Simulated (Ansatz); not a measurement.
Mg2Sn in space group P6_3/mmc (No. 194; Mg on 2a, Mg on 2d, Sn on 2c), PBE (plane waves, PAW; program Ansatz), all energies at zero smearing, with the estimated change up to a 700 eV cutoff added, with one set of potentials and settings (totals compare only within such a set). Cell of 6 atoms (4 Mg, 2 Sn): -19744.337 eV.

```tsv
element	reference phase	E (eV/atom)
Mg	P6_3/mmc, 2 atoms in the cell	-1923.8026
Sn	Fd-3m, 2 atoms in the cell	-6024.2128
```

Formation energy per atom, worked out: (-19744.337 − 4×(-1923.8026) − 2×(-6024.2128))/6 = -0.117 eV/atom (-11 kJ per mol of atoms), at 0 K, without zero-point energy or fitted corrections.

The first step of the workflow began from a Materials Project structure, measured or hypothetical; the Crystallography Open Database copy checked does not list it. COD files the formula under space group No. 225, 227, so this cell is another polymorph or a model. With Mg and Sn taken as one species the cell has the higher symmetry P6/mmm, so it may be an ordered model of a mixed-site phase. Its standing as an ambient phase is unchecked. The PBE relaxation kept the symmetry of its start; of distortions, only those at the zone centre were tested. The references are the lowest solids computed at this level, not always the standard phases. Scalar-relativistic: spin–orbit coupling is off unless named, which matters more the heavier the elements.

Potentials: the later of the program's two PAW sets.
